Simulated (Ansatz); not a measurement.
**SrAg2 (Imma): electronic heat capacity and spin susceptibility from the density of states**

Theory: Ansatz 0.2.0, DFT PBEsol, scalar-relativistic, plane waves, PAW.

Plane waves to 420 eV, a k mesh through Γ of 10×10×10 on the computed 6-atom cell and Gaussian smearing (0.10 eV); no spin polarisation.

Relaxed cell: Imma, a = 4.773 Å, b = 7.579 Å, c = 8.134 Å, α = 90.00°, β = 90.00°, γ = 90.00°, 6 atoms in the primitive cell. Whether it is the stable form of this composition wasn't checked.

The density of states at the Fermi level is 2.164 states/eV in the cell of 6 atoms (2 formula units; both spins, tetrahedra on a 15×15×15 mesh). Averaged over bins of 0.1 eV the density runs from 1.7 to 2.4 states/eV within 0.2 eV of the Fermi level, so the figure hangs on the exact place of that level.

Q: What Sommerfeld coefficient and Pauli susceptibility does this give?

A: Per formula unit N(E_F) = 1.082 states/eV. γ = (π²/3) k_B² N(E_F) N_A = 2.357 mJ/(mol K²) per state/eV, so γ = 2.6 mJ/(mol K²), a mole of formula units. χ_P = μ_B² N(E_F) N_A = 3.23×10⁻⁵ emu/mol per state/eV gives 3.5×10⁻⁵ emu/mol. This is the bare band result: a measured γ of the same phase is as a rule larger by a factor 1 + λ from phonons and spin fluctuations, the spin part of χ is larger by the Stoner factor, and a measured χ also holds orbital and core terms. N(E_F) at one energy is sensitive to the mesh where the density of states has sharp peaks.

Cost: 1 run of about 6.1 core-minutes, on Arm Neoverse V2 (shared hosts).